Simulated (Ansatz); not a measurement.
Convergence of B$_{2}$W with the half-step-shifted k-point mesh

Theory: Ansatz, DFT r2SCAN, scalar-relativistic, plane waves, PAW.

```cif
data_structure
_symmetry_space_group_name_H-M 'P 1'
_symmetry_Int_Tables_number 1
_cell_length_a 3.0200
_cell_length_b 3.0200
_cell_length_c 3.0500
_cell_angle_alpha 90.000
_cell_angle_beta 90.000
_cell_angle_gamma 120.000
_cell_volume 24.09
loop_
_atom_site_label
_atom_site_type_symbol
_atom_site_fract_x
_atom_site_fract_y
_atom_site_fract_z
_atom_site_occupancy
B1 B 0.33333 0.66667 0.50000 1
B2 B 0.66667 0.33333 0.50000 1
W1 W 0.00000 0.00000 0.00000 1
```

* plane-wave cutoff: 500 eV
* occupation rule: Gaussian smearing, 0.1 eV
* spin treatment: unpolarised

The atoms are held and the half-step-shifted k-point mesh is swept. Energies are extrapolated to zero smearing and count from the reference run, 18×18×14 Γ-centred mesh, Gaussian smearing 0.1 eV. The cell isn't necessarily relaxed at this level. Spin–orbit coupling is left out. Pressure is positive in compression. The shift lowers the symmetry that the mesh keeps.

```
shifted mesh  ΔE (meV/atom) P (GPa) largest change of a force component (eV/Å) irreducible points
       6×6×4           26.3    33.14                                       0.070                  24
       6×6×6          -3.60    32.46                                       0.072                  36
    12×12×10           0.37    32.58                                       0.060                 210
```